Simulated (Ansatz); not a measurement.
BeS:
```yaml
crystal:
  lattice:
    - [5.92134, 0.00000, 0.00000]
    - [0.00000, 3.48500, 0.00000]
    - [0.00000, 0.00000, 5.96919]
  atoms:
    - { symbol: Be, position: [0.14524, 0.25000, 0.90521] }
    - { symbol: Be, position: [0.35476, 0.75000, 0.40521] }
    - { symbol: Be, position: [0.85476, 0.75000, 0.09479] }
    - { symbol: Be, position: [0.64524, 0.25000, 0.59479] }
    - { symbol: S, position: [0.78255, 0.25000, 0.91499] }
    - { symbol: S, position: [0.71745, 0.75000, 0.41499] }
    - { symbol: S, position: [0.21745, 0.75000, 0.08501] }
    - { symbol: S, position: [0.28255, 0.25000, 0.58501] }
```

Relaxed with r²SCAN+D4. Special points in fractions of this cell's reciprocal vectors: Γ (0.000, 0.000, 0.000); X (0.500, 0.000, 0.000); S (0.500, 0.500, 0.000); Y (0.000, 0.500, 0.000); Z (0.000, 0.000, 0.500); U (0.500, 0.000, 0.500); R (0.500, 0.500, 0.500); T (0.000, 0.500, 0.500).

Task: List the band energies nearest the valence-band maximum at these points for r²SCAN+D4 in the plane-wave PAW code Ansatz.

Result: In eV from the valence-band maximum; about four levels below and three above (degenerate sets whole), none deeper than 8.9 eV; points with the same levels are listed once.

```csv
k,below,above
Γ,-0.68 -0.36 -0.14 0.00,4.45 4.85 6.19
X,-0.60 -0.60 -0.44 -0.44,4.45 4.45 5.86 5.86
S,-1.48 -1.48 -1.48 -1.48,5.73 5.73 5.73 5.73
Y,-2.31 -2.31 -1.40 -1.40,4.55 4.55 7.18 7.18
Z,-0.78 -0.78 -0.69 -0.69,4.63 4.63 6.57 6.57
U,-1.09 -1.09 -0.97 -0.97,4.77 4.77 5.96 5.96
R,-1.53 -1.53 -1.53 -1.53,5.10 5.10 5.10 5.10
T,-1.31 -1.31 -0.91 -0.91,4.58 4.58 6.03 6.03
```

Space group Pnma. The start of the workflow was typed in or built on a structure type; neither database checked (COD, Materials Project) lists it. COD files the formula under space group No. 216, so this cell is another polymorph or a model. Its standing as an ambient phase is unchecked. The cell was relaxed with r²SCAN+D4 under the symmetry of its start; its stability against distortions is not shown here. The volume moved by 24 % from the start of the relaxation.

Potentials: the earlier of the program's two PAW sets.
